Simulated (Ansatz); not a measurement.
## WS2 with Sb replacing W: gradients before and after relaxing the atoms

Start: a supercell of WS2 (space group P6_3/mmc) built from a COD entry (the entry's cell lengths or inner coordinates differ somewhat from later room-temperature determinations), with all atoms left at the host's positions.

Space group P-6m2 (No. 187); a = 9.5400, c = 12.5000 Å, γ = 120.00°.

```
site  Wyckoff  site symmetry       x       y       z
  Sb       1a           -6m2  0.0000  0.0000  0.0000
  W2       6l            m..  0.0000  0.3333  0.0000
  W6       1c           -6m2  0.3333  0.6667  0.0000
  W8       1e           -6m2  0.6667  0.3333  0.0000
 W10       3k            mm2  0.1111  0.8889  0.5000
 W12       3k            mm2  0.1111  0.5556  0.5000
 W14       3k            mm2  0.4444  0.2222  0.5000
 S19       2g            3m.  0.0000  0.0000  0.3750
 S20      12o              1  0.0000  0.3333  0.3750
 S24       2h            3m.  0.3333  0.6667  0.3750
 S26       2i            3m.  0.6667  0.3333  0.3750
 S28       6n            .m.  0.1111  0.8889  0.8750
 S30       6n            .m.  0.1111  0.5556  0.8750
 S32       6n            .m.  0.4444  0.2222  0.8750
```

One atom of each set is listed.

The numbers come from a DFT calculation in Ansatz (PBE, plane waves and PAW, scalar-relativistic, 420 eV cutoff, Γ-centred 3×3×2 k-points, Fermi–Dirac smearing 0.01 eV, cell charge +1).

The largest force at the start is 1.5 eV/Å. Relaxing the ions at fixed cell moves them by 0.150 Å at most (atom 29, S) and 0.062 Å rms.

```csv
site,moved (Å),first shell before,first shell after,V_zz before (10²¹ V/m²),η before
Sb,0.000,6 S at 2.41 Å,6 S at 2.54 Å,-7.33,0.00
W2,0.093,6 S at 2.41 Å,6 S at 2.39–2.43 Å,-20.5,0.18
W6,0.000,6 S at 2.41 Å,6 S at 2.42 Å,-16.58,0.00
W8,0.000,6 S at 2.41 Å,6 S at 2.42 Å,-19.78,0.00
W12,0.001,6 S at 2.41 Å,6 S at 2.41 Å,-17.25,0.00
S20,0.005,3 W at 2.41 Å,3 W at 2.41 Å,-4.46,0.01
S24,0.003,3 W at 2.41 Å,3 W at 2.41 Å,-4.44,0.00
S28,0.150,"2 W at 2.41 Å, 1 Sb at 2.41 Å","2 W at 2.43 Å, 1 Sb at 2.54 Å",-3.21,0.08
S30,0.055,3 W at 2.41 Å,3 W at 2.39–2.42 Å,-4.55,0.05
S32,0.005,3 W at 2.41 Å,3 W at 2.42 Å,-5.01,0.03
```

**Question.** What are V_zz and η after the relaxation?

**Answer.** 

| site | V_zz after | η after | change of V_zz |
| --- | --- | --- | --- |
| Sb | -5.21 | 0.00 | +2.12 |
| W2 | -21.1 | 0.39 | -0.58 |
| W6 | -14.07 | 0.00 | +2.51 |
| W8 | -19.11 | 0.00 | +0.67 |
| W12 | -17.10 | 0.01 | +0.15 |
| S20 | -4.34 | 0.00 | +0.12 |
| S24 | -4.33 | 0.00 | +0.11 |
| S28 | -3.78 | 0.16 | -0.57 |
| S30 | -3.77 | 0.21 | +0.78 |
| S32 | -5.12 | 0.11 | -0.11 |

The largest change of V_zz is on W6, from -16.58 to -14.07. In per cent, |V_zz| changes by -29 on Sb, -15 to +3 on W, -17 to +18 on S (all sites that start above 2). Where |V_zz| stays above 0.1, η moves most on W2, from 0.18 to 0.39. The table leaves out 4 of the 14 sites, with |V_zz| up to 17.21; their tensors move by 0.10 at most along any direction. The statements above cover all sites. The host's own positions weren't relaxed first, so part of the change far from the defect can be the host's relaxation.

The run isn't spin-polarised, and a state with spin may lie lower. The defect repeats with the cell of 54 atoms, so it feels its images: sites between two images don't show the values beside a lone defect, and zeros or small values of η there can come from the images' arrangement. S and W carry a gradient in the pure host already, so the values there aren't the defect's effect alone. A uniform background compensates the cell's charge. The defect cell has no gap above 0.1 eV on its mesh, so the values can hang on the smearing and the k-mesh. Without spin–orbit coupling the gradients at and beside W can be off by some per cent, at some sites by more. With these PAW files V_zz is typically within 2 to 3 % of all-electron values, but misses above 10 % occur on Sb.
Before: The neighbours have not yet relaxed around the defect (largest force 1.5 eV/Å), so a real crystal will differ.
After: The relaxation keeps the site symmetry -6m2 of the start, so the impurity can't leave its site; a distortion that would localise the partly filled state isn't explored.
